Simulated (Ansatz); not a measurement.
**Computed properties of HfCo$_{7}$**

HfCo₇:
```xyz
8
Lattice="5.0396 0.0000 0.0000 0.0000 5.0396 0.0000 0.0000 0.0000 3.4931" Properties=species:S:1:pos:R:3 pbc="T T T"
Hf     2.5198     2.5198     1.7465
Co     0.0000     0.0000     1.7465
Co     1.1608     1.1608     0.0000
Co     3.8788     3.8788     0.0000
Co     3.8788     1.1608     0.0000
Co     1.1608     3.8788     0.0000
Co     0.0000     2.5198     1.7465
Co     2.5198     0.0000     1.7465
```

Space group P4/mmm (No. 123); conventional cell a = b = 5.0396 Å, c = 3.4931 Å, α = β = γ = 90.00°.

Method: plane-wave PAW PBEsol (Ansatz code). Geometry: relaxed at this level of theory. Other levels are named where they apply.

**Cell and energy**

```yaml
volume_per_atom: 11.09 Å³
density: 11.06 g/cm³
Formation energy from the elements (no fitted shifts): 0.028 eV/atom
```

**Electronic structure**

```yaml
electronic_character: metallic (no gap)
Density of states at the Fermi level: 2.0 states/eV per atom (mean over ±0.08 eV)
Gap with spin–orbit coupling: none (metallic)
```

**Mechanics**

```yaml
Bulk modulus (Birch–Murnaghan fit): 243 GPa
Pressure derivative B′: 4.6
Elastic constants (relaxed ions, GPa): C11 = 398, C12 = 132, C13 = 193, C33 = 357, C44 = 170, C66 = 84.1
mechanical_stability: stable (all eigenvalues of C positive)
hill_bulk_and_shear_moduli: 243 and 120 GPa
Young's modulus: 310 GPa
Poisson's ratio: 0.29
debye_temperature_from_the_elastic_constants: 491 K
```

The first step of the workflow began from a Materials Project structure, measured or hypothetical; the Crystallography Open Database copy checked does not list it. Whether it is the stable phase at ambient conditions was not checked. Symmetry was held in the PBEsol relaxation; whether a distortion lowers the energy is not shown. No spin polarisation was allowed. The program gave a warning on the electronic state, which may not be the lowest. As this level gives no gap, shear constants depend on the k-mesh and smearing (Fermi–Dirac, 0.1 eV here). Axis ratios of metals converge slowly with the k-mesh, so a and c are less sure than the volume. On the denser mesh and wider smearing of the elastic run this cell carries a stress of 0.7 GPa. The references are the lowest solids computed at this level, not always the standard phases. Spin–orbit coupling is left out wherever it is not named.

Potentials: the later of the program's two PAW sets.
